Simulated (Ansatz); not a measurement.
# Random displacements in Ta

All numbers below come from DFT PBEsol, scalar-relativistic, plane waves, PAW (Ansatz). The runs took a 420 eV cutoff, a Γ-centred 12×12×6 mesh and Gaussian smearing (0.15 eV). Spin–orbit coupling is left out, which can shift energies with elements as heavy as these. No spin polarisation. Energies are free energies at this smearing, counted from the undisturbed cell; pressure is positive in compression.

Reference structure (relaxed at this level; this form isn't the usual structure):

```xyz
8
Lattice="4.9705 0.0000 0.0000 -2.4852 4.3045 0.0000 0.0000 0.0000 8.3684" Properties=species:S:1:pos:R:3 pbc="T T T"
Ta   -0.8032    1.3911    0.0000
Ta    1.6063    0.0000    0.0000
Ta    1.6821    2.9134    0.0000
Ta   -1.6821    2.9134    4.1842
Ta    3.3641    0.0000    4.1842
Ta    0.8032    1.3911    4.1842
Ta    2.4852    1.4348    6.2763
Ta    0.0000    2.8697    2.0921
```

The atoms are displaced (Å, in the unstrained cell):

| atom | ux | uy | uz |
| --- | --- | --- | --- |
| Ta1 | -0.088 | 0.000 | 0.064 |
| Ta2 | 0.068 | 0.024 | 0.007 |
| Ta3 | -0.034 | -0.072 | 0.043 |
| Ta4 | 0.054 | 0.029 | -0.003 |
| Ta5 | 0.052 | 0.036 | 0.012 |
| Ta6 | -0.107 | 0.099 | -0.060 |
| Ta7 | 0.141 | -0.136 | -0.114 |
| Ta8 | -0.085 | 0.020 | 0.052 |

Strain (Voigt, engineering shear): (0.0277, -0.0477, 0.0315, 0.0184, 0.0524, 0.0022).

**Question.** What are the energy change, the stress and the forces?

**Answer.** ΔE = 87.7 meV/atom; stress (xx, yy, zz, yz, xz, xy; compression positive) (0.81, 2.98, 0.99, -0.39, -1.99, -0.81) GPa.
```csv
atom,Fx (eV/Å),Fy,Fz
Ta1,0.37,-0.07,0.04
Ta2,-1.07,-0.37,0.08
Ta3,0.44,0.18,-0.60
Ta4,-0.72,0.69,0.90
Ta5,-0.45,-1.08,-1.74
Ta6,2.08,-0.63,1.18
Ta7,-0.96,0.76,1.65
Ta8,0.31,0.52,-1.50
```

Cost: 1 run of about 2.4 core-minutes, on AMD EPYC 9R45 (Zen 5) (shared hosts).